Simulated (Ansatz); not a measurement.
ZrTa:
```
CELL_PARAMETERS angstrom
      2.92756     0.00000     0.00000
      0.00000     2.92756     0.00000
      0.00000     0.00000     4.78263
ATOMIC_POSITIONS crystal
  Ta 0.00000 0.00000 0.00000
  Zr 0.50000 0.50000 0.50000
```

Relaxed with r²SCAN. Special points in fractions of this cell's reciprocal vectors: Γ (0.000, 0.000, 0.000); X (0.000, 0.500, 0.000); M (0.500, 0.500, 0.000); Z (0.000, 0.000, 0.500); R (0.000, 0.500, 0.500); A (0.500, 0.500, 0.500).

List the band energies nearest the Fermi level at these points for plane-wave PAW r²SCAN (Ansatz code).

In eV from the Fermi level; about four levels below and three above (degenerate sets whole), none deeper than 8.9 eV; points with the same levels are listed once.

```
k                    below           above
-  -----------------------  --------------
Γ  -7.18 -3.71 -2.67 -0.14  1.63 1.71 1.71
X  -1.38 -1.36 -0.53 -0.14  2.42 2.88 3.75
M  -3.87 -3.63 -2.77 -2.77  4.07 4.07 5.23
Z  -4.07 -1.92 -1.25 -0.03  0.54 3.15 3.15
R        -4.31 -3.38 -0.41  0.26 0.74 1.35
A  -0.67 -0.67 -0.57 -0.57  1.55 2.93 7.16
```

Space group P4/mmm (L1₀ or tetragonal B2). The start of the workflow was typed in or built on a structure type; neither database checked (COD, Materials Project) lists it. Whether it is the stable phase at ambient conditions was not checked. The r²SCAN relaxation kept the symmetry of its start; whether a distortion lowers the energy is not shown. No spin polarisation was allowed. Its formation energy is positive at this level, so the cell may be metastable or incomplete. Spin–orbit coupling is left out wherever it is not named.

Potentials: the earlier of the program's two PAW sets.
